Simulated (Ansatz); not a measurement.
A relaxation computed with Ansatz, from input to last step.

```yaml
crystal:
  lattice:
    - [0.0, 2.729841792, 2.729841792]
    - [2.729841792, 0.0, 2.729841792]
    - [2.729841792, 2.729841792, 0.0]
  atoms:
    - { symbol: Zn, position: [0.25, 0.25, 0.25] }
    - { symbol: Zn, position: [0.75, 0.75, 0.75] }
    - { symbol: Ir, position: [0.0, 0.0, 0.0] }
basis:
  ecutwfc: 420
kpoints:
  mp_grid: { grid: [6, 6, 6] }
hamiltonian:
  xc: pbe
scf:
  occupations: { method: gaussian, width: 0.1 }
  lower_state_search: "off"
output:
  forces: true
  stress: true
  eigenvalues: true
relax:
  adjacent_minimum: "off"
  f_tol: 0.04
  max_steps: 70
  cell: { stress_tol: 0.4 }
```

```bash
ansatz run input.yaml --threads 1 --pin off --max-ram 2560MiB --backend cpu --events-out ev --progress --plain --runs-dir out
```

Method: DFT PBE, scalar-relativistic, plane waves, PAW (Ansatz).

Of 6 frames 6 are shown, positions in Å and forces in eV/Å; the SCF threshold varies from step to step. Steps run on the plane waves of an earlier cell, with a Pulay correction in the pressure. The basis is chosen afresh for the last frame, the zero of the energies, and at times for earlier ones too; energy and pressure step there, also at an unchanged geometry. Here that happened at step 6 (-5 meV/atom, 0.4 GPa); the frames before carry an error of that size.

```xyz
3
Lattice="0.0000 2.7298 2.7298 2.7298 0.0000 2.7298 2.7298 2.7298 0.0000" Properties=species:S:1:pos:R:3:forces:R:3 pbc="T T T" step=1 free_energy_over_end_meV_per_atom=444.01 pressure_GPa=49.30
Zn    1.3649    1.3649    1.3649    0.0000    0.0000    0.0000
Zn    4.0948    4.0948    4.0948    0.0000    0.0000    0.0000
Ir    0.0000    0.0000    0.0000    0.0000    0.0000    0.0000
3
Lattice="0.0000 2.8629 2.8629 2.8629 0.0000 2.8629 2.8629 2.8629 0.0000" Properties=species:S:1:pos:R:3:forces:R:3 pbc="T T T" step=2 free_energy_over_end_meV_per_atom=63.10 pressure_GPa=13.86
Zn    1.4315    1.4315    1.4315    0.0000    0.0000    0.0000
Zn    4.2944    4.2944    4.2944    0.0000    0.0000    0.0000
Ir    0.0000    0.0000    0.0000    0.0000    0.0000    0.0000
3
Lattice="0.0000 2.9225 2.9225 2.9225 0.0000 2.9225 2.9225 2.9225 0.0000" Properties=species:S:1:pos:R:3:forces:R:3 pbc="T T T" step=3 free_energy_over_end_meV_per_atom=10.46 pressure_GPa=3.88
Zn    1.4613    1.4613    1.4613    0.0000    0.0000    0.0000
Zn    4.3838    4.3838    4.3838    0.0000    0.0000    0.0000
Ir    0.0000    0.0000    0.0000    0.0000    0.0000    0.0000
3
Lattice="0.0000 2.9470 2.9470 2.9470 0.0000 2.9470 2.9470 2.9470 0.0000" Properties=species:S:1:pos:R:3:forces:R:3 pbc="T T T" step=4 free_energy_over_end_meV_per_atom=5.16 pressure_GPa=0.50
Zn    1.4735    1.4735    1.4735    0.0000    0.0000    0.0000
Zn    4.4205    4.4205    4.4205    0.0000    0.0000    0.0000
Ir    0.0000    0.0000    0.0000    0.0000    0.0000    0.0000
3
Lattice="0.0000 2.9509 2.9509 2.9509 0.0000 2.9509 2.9509 2.9509 0.0000" Properties=species:S:1:pos:R:3:forces:R:3 pbc="T T T" step=5 free_energy_over_end_meV_per_atom=5.12 pressure_GPa=0.00
Zn    1.4754    1.4754    1.4754    0.0000    0.0000    0.0000
Zn    4.4263    4.4263    4.4263    0.0000    0.0000    0.0000
Ir    0.0000    0.0000    0.0000    0.0000    0.0000    0.0000
3
Lattice="0.0000 2.9509 2.9509 2.9509 0.0000 2.9509 2.9509 2.9509 0.0000" Properties=species:S:1:pos:R:3:forces:R:3 pbc="T T T" step=6 free_energy_over_end_meV_per_atom=0.00 pressure_GPa=0.37
Zn    1.4754    1.4754    1.4754    0.0000    0.0000    0.0000
Zn    4.4263    4.4263    4.4263    0.0000    0.0000    0.0000
Ir    0.0000    0.0000    0.0000    0.0000    0.0000    0.0000
```

The start puts this composition into another compound's structure type, which needn't suit it. At the end the space group is Fm-3m (tolerance 0.05 Å).

Time: 13 s on 1 thread of Intel(R) Xeon(R) Platinum 8259CL CPU @ 2.50GHz (Skylake/Cascade Lake), on a shared host, peak memory 0.39 GiB.

The k mesh is coarse. Spin–orbit coupling is left out, which can shift energies with elements as heavy as these.